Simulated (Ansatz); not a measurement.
Values for one crystal, relaxed and computed with LDA in the plane-wave PAW code Ansatz; other levels are named.

| Property | Value |
|---|---|
| Volume per atom | 13.25 Å³ |
| Band gap | 1.10 eV (indirect) |
| Largest static χ(2) component | 32 pm/V |
| Valence-band maximum | at Γ |
| Debye temperature from the elastic constants | 691 K |
| Electron effective mass | 0.21, 0.21, 1.1 mₑ (principal values) |
| Hole effective mass, band 1 of 3 at the edge | 0.24 along [100], 1.9 along [110], 0.55 along [111] (mₑ) |

Pick the material that matches.
(A) CdSe, zinc blende
(B) BAs, zinc blende
(C) BP, zinc blende
(D) BeS, zinc blende

B, BAs, zinc blende

Space group F-43m (zinc blende). The cell was relaxed with LDA under the symmetry of its start; phonons on a q-mesh show no instability. Spin–orbit coupling is left out wherever it is not named.

Potentials: the later of the program's two PAW sets.
